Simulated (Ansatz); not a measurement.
Relaxed-ion elastic tensor of BaO in space group P6_3/mmc (No. 194; Ba on 2d, O on 2c) in GPa (Voigt order), plane-wave PAW LDA (Ansatz code); density 5.44 g/cm³, 23.39 Å³ per atom.

```json
[
 {"": "1", "1": "83.0", "2": "75.2", "3": "42.9", "4": "0.0", "5": "0.0", "6": "0.0"},
 {"": "2", "1": "75.2", "2": "83.0", "3": "42.9", "4": "0.0", "5": "0.0", "6": "0.0"},
 {"": "3", "1": "42.9", "2": "42.9", "3": "130", "4": "0.0", "5": "0.0", "6": "0.0"},
 {"": "4", "1": "0.0", "2": "0.0", "3": "0.0", "4": "26.3", "5": "0.0", "6": "0.0"},
 {"": "5", "1": "0.0", "2": "0.0", "3": "0.0", "4": "0.0", "5": "26.3", "6": "0.0"},
 {"": "6", "1": "0.0", "2": "0.0", "3": "0.0", "4": "0.0", "5": "0.0", "6": "3.9"}
]
```

**Question.** Is the crystal mechanically stable?

**Answer.** Yes: the smallest eigenvalue of C is 3.9 GPa.

**Question.** Work out the Voigt, Reuss and Hill averages.

**Answer.** K_V = 68.7, K_R = 68.5, K_H = 68.6; G_V = 20.3, G_R = 8.1, G_H = 14.2 GPa.

**Question.** Give Young's modulus, Poisson's ratio, Pugh's ratio and the universal anisotropy index.

**Answer.** E = 9KG/(3K + G) = 39.9 GPa; ν = 0.40; K/G = 4.82 (ductile by the Pugh limit of 1.75); A_U = 5G_V/G_R + K_V/K_R − 6 = 7.47.

**Question.** Estimate the sound speeds and the Debye temperature.

**Answer.** v_l = √((K + 4G/3)/ρ) = 4010 m/s, v_t = √(G/ρ) = 1620 m/s, mean 1830 m/s; Θ = (h/k)(3n/4πV)^(1/3) v_m = 191 K.

**Question.** How much does each axis shrink under pressure?

**Answer.** Linear compressibilities β_i = Σ_j S_ij (j = 1 to 3): x 5.2, y 5.2, z 4.3 per TPa.

The workflow started from a Materials Project entry (that database holds measured and hypothetical structures alike); the Crystallography Open Database copy checked does not list it. It is not the phase usual at ambient conditions (space group No. 225). The cell was relaxed with LDA under the symmetry of its start; whether a distortion lowers the energy is not shown. Scalar-relativistic: spin–orbit coupling is off unless named, which matters more the heavier the elements.

Potentials: the later of the program's two PAW sets.
